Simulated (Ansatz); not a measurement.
## Data sheet: BAs (DFT)

BAs:
```xyz
6
Lattice="3.4291 0.0000 0.0000 -1.7145 2.9697 0.0000 0.0000 0.0000 7.4029" Properties=species:S:1:pos:R:3 pbc="T T T"
B      1.7145     0.0000     3.7014
B     -0.8573     1.4848     1.2338
B      0.8573     1.4848     6.1690
As     1.7145     0.0000     0.0000
As    -0.8573     1.4848     4.9352
As     0.8573     1.4848     2.4676
```

Space group P6_222 (No. 180); conventional cell a = 3.429 Å, b = 3.429 Å, c = 7.403 Å, α = 90.00°, β = 90.00°, γ = 120.00°.

Method: PBEsol in the plane-wave PAW code Ansatz. Structure relaxed to zero pressure with the same functional. Other levels are named where they apply.

### Cell and energy

```yaml
volume_per_atom: 12.56 Å³
density: 5.67 g/cm³
Formation energy from the elements (no fitted shifts): 0.38 eV/atom
```

### Electronic structure

```yaml
band_gap: 0.31 eV (indirect)
valence_band_maximum: at Γ
conduction_band_minimum: at M (3 equivalent valleys)
smallest_direct_gap_on_the_standard_path: 2.10 eV
electron_effective_mass: 0.19, 0.32, 0.32 mₑ (principal values)
Electron effective mass with spin–orbit coupling: 0.19, 0.32, 0.32 mₑ (principal values)
hole_effective_mass: 0.20, 0.41, 0.41 mₑ (principal values)
HSE06 gap on the PBEsol cell: 0.90 eV
Gap with spin–orbit coupling: 0.30 eV
```

### Mechanics

```yaml
Bulk modulus (Birch–Murnaghan fit): 147 GPa
Pressure derivative B′: 4.2
Elastic constants (relaxed ions, GPa): C11 = 335, C12 = 39.9, C13 = 65.7, C33 = 313, C44 = 169
mechanical_stability: stable (all eigenvalues of C positive)
hill_bulk_and_shear_moduli: 147 and 150 GPa
Young's modulus: 336 GPa
Poisson's ratio: 0.12
debye_temperature_from_the_elastic_constants: 722 K
Piezoelectric stress constants (proper, relaxed ions, C/m²): e14 = -0.44, e25 = 0.44
```

### Dielectric response

```yaml
Electronic dielectric constant ε∞ (DFPT): 15.2 (xx = yy), 17.3 (zz)
Born charges (a third of the trace): B -0.25, As +0.25 e
```

The cell is a constructed one: a structure type filled with these elements; neither database checked (COD, Materials Project) lists it. It is not the phase usual at ambient conditions (space group No. 216). Symmetry was held in the PBEsol relaxation; its stability against distortions is not shown here. Signs of piezoelectric constants follow the polarity of the cell as given. The references are the lowest solids computed at this level, not always the standard phases. Spin–orbit coupling is left out wherever it is not named.

Potentials: the later of the program's two PAW sets.
